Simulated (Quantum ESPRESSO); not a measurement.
CoP2 has the monoclinic space group P2₁/c (No. 14), Pearson symbol mP12. Conventional cell: a = 5.514 Å, b = 5.520 Å, c = 5.583 Å, α = 90.00°, β = 114.33°, γ = 90.00°. P1 on 4e is coordinated by 1 P at 2.212 Å and 3 Co at 2.263–2.277 Å (tetrahedral). P2 on 4e sees 3 Co at 2.186–2.204 Å and 1 P at 2.212 Å. Co on 4e is coordinated by 6 P at 2.186–2.277 Å and 1 Co at 2.652 Å. (Neighbours: up to the widest gap in distance over summed covalent radii, below 1.35, at either atom.)

The geometry is that of Materials Project entry mp-14285, symmetrised and not relaxed again.

Q: What does norm-conserving LDA (Quantum ESPRESSO, 96 Ry, without SOC) give for the electronic structure near the Fermi level?

A: The LDA gap is 0.47 eV; at least one edge lies off the plotted path, at a point of the SCF mesh. The smallest direct gap is 0.48 eV. Another conduction extremum on the path lies within 0.02 eV, too close to call. 

The structure is a Materials Project entry; no match was found in the copy of COD used, and its stability was not checked.

The runs are not spin-polarised; magnetic order was not tried.
